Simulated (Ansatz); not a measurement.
Data:

LiF (rock salt), conventional cell a = b = c = 4.068 Å, α = β = γ = 90.00°. The calculation uses the primitive cell of 2 atoms, to which meshes and values per cell refer.

This relaxed cell (volume V₀) is scaled evenly in all directions, its shape held. Symmetry pins the atoms to their sites.

Calculation: PBE (plane waves to 420 eV, PAW, scalar-relativistic; Ansatz, a first-principles code). k mesh 14×14×14 (Γ-centred), Fermi-Dirac smearing 0.05 eV. The energy includes the smearing's −TS. Stress and pressure are positive under compression. LiF was relaxed with its symmetry unable to fall. ΔE is measured from the relaxed starting cell.

The scan covers V/V₀ from 0.900 to 1.100 in 9 points.

Q: What is the fitted pressure derivative B₀′?

A: 4.1.

Q: What bulk modulus B₀ follows from a third-order Birch-Murnaghan fit?

A: 67.3 GPa.

(Under strain, the slope of the energy per volume gives the stress and its curvature an elastic modulus.)
